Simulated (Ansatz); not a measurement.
CdSe:
```cif
data_Cd4Se4
_chemical_formula_sum 'Se4 Cd4'
_space_group_name_H-M_alt 'F-43m'
_space_group_IT_number 216
_space_group_name_Hall 'F -4 2 3'
_cell_length_a 6.00745
_cell_length_b 6.00745
_cell_length_c 6.00745
_cell_angle_alpha 90.000
_cell_angle_beta 90.000
_cell_angle_gamma 90.000
loop_
_atom_site_label
_atom_site_type_symbol
_atom_site_symmetry_multiplicity
_atom_site_Wyckoff_symbol
_atom_site_fract_x
_atom_site_fract_y
_atom_site_fract_z
_atom_site_occupancy
Se1 Se 4 c 0.25000 0.25000 0.25000 1
Cd1 Cd 4 a 0.00000 0.00000 0.00000 1
```
(The calculation used a cell of 2 atoms; values per cell refer to that cell.)

Relaxed with LDA.

### Question
Give the optical modes at the zone centre with their infrared activity from DFPT, DFT-LDA in the program Ansatz with PAW potentials.

### Answer
Transverse frequencies, without the LO–TO term; a row sums one degenerate level.

```
ω (cm⁻¹)  degeneracy  IR ((D/Å)²/amu)  activity  symmetry
--------  ----------  ---------------  --------  --------
175                3             7.29        IR        T2
```

### Question
How high does the top mode go among those that the LO–TO term moves?

### Answer
204 cm⁻¹ for q along x.

The cell was relaxed with LDA under the symmetry of its start; phonons on a q-mesh show no instability.

Potentials: the later of the program's two PAW sets.
